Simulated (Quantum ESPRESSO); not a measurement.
## Calculated data, Mg₄S₃O (made-up cell)

Computed with Quantum ESPRESSO 7.5. Calculation on a made-up crystal cell, not a measurement: periodic Kohn-Sham density functional theory in plane waves with PseudoDojo standard norm-conserving scalar-relativistic pseudopotentials, each functional with its own files (v0.5 for PBE, v0.4.1 for LDA and PBEsol), no spin polarisation, no spin-orbit coupling, atoms not relaxed, stress positive in tension, energies less a fixed whole-eV offset for each atom's element; levels are Kohn-Sham levels at fractions of this cell's reciprocal vectors, counted from the reference band (half the neutral cell's valence electrons, rounded up) at Gamma; error bars cover cutoff and k-mesh only, not smearing or the files; added strain carries the atoms with the cell, and shear is the tensor component; each bar is the largest change over components, and at least 0.002 eV, 0.002 eV per angstrom or 0.02 GPa; energies are for the whole cell, and the offsets were chosen from early runs and are not element reference energies.

Entry: Mg₄S₃O (made-up cell)

```
Mg4S3O
1.0
      5.8616     0.0031     0.0451
      0.0031     5.8048     0.0057
      0.0451     0.0057     5.7560
Mg S O S
4 1 1 2
Direct
  0.02145 0.00601 0.00580
  -0.00371 0.49861 0.50984
  0.49939 0.02401 0.48382
  0.49154 0.49366 0.03504
  0.27932 0.24991 0.23912
  0.26849 0.74290 0.74982
  0.73804 0.24255 0.76580
  0.71572 0.74793 0.24242
```

* lattice type: zincblende/diamond
* functional: pbe
* cutoff: 1143 eV
* fermi dirac smearing: 0.025 eV
* scf tolerance: 1e-07 eV
* electrons removed: 0
* k mesh: 4 x 4 x 4, shifted by half a step
* free energy less offsets: 4.926 eV
* smearing term minus ts: 0 eV
* scf iterations: 11
* pressure: -5.308 GPa
* stress xx: 5.754 GPa
* stress yy: 4.754 GPa
* stress zz: 5.417 GPa
* stress yz: 0.6959 GPa
* stress xz: 0.3861 GPa
* stress xy: -1.28 GPa
* reference band: 32
* error bar energy: 0.002066 eV
* error bar stress: 0.02 GPa
* error bar force: 0.004129 eV/Å
* error bar next band up: 0.002 eV
* error bars from: tighter rerun of a related cell

Atoms:
```tsv
atoms element	atom site	atom energy offset (eV)
Mg	1	-1617
Mg	2	-1617
Mg	3	-1617
Mg	4	-1617
S	5	-302
O	6	-452
S	7	-302
S	8	-302
```

Forces:
```tsv
site	x (eV/Å)	y (eV/Å)	z (eV/Å)
1	0.1499	-1.19	-1.081
2	0.5703	0.8549	0.7411
3	-0.06153	-1.535	1.622
4	0.1774	1.578	-2.772
5	-2.288	-0.5608	0.9583
6	-0.771	0.1824	0.1274
7	0.5963	0.1744	-0.2366
8	1.627	0.4965	0.6403
```

Levels:
```tsv
level k point	next band up (eV)
Gamma	1.684
(1/2,1/2,1/2)	3.12
(0.15,0,0)	2.022
(0,0.15,0)	2.022
(0,0,0.15)	2.026
```
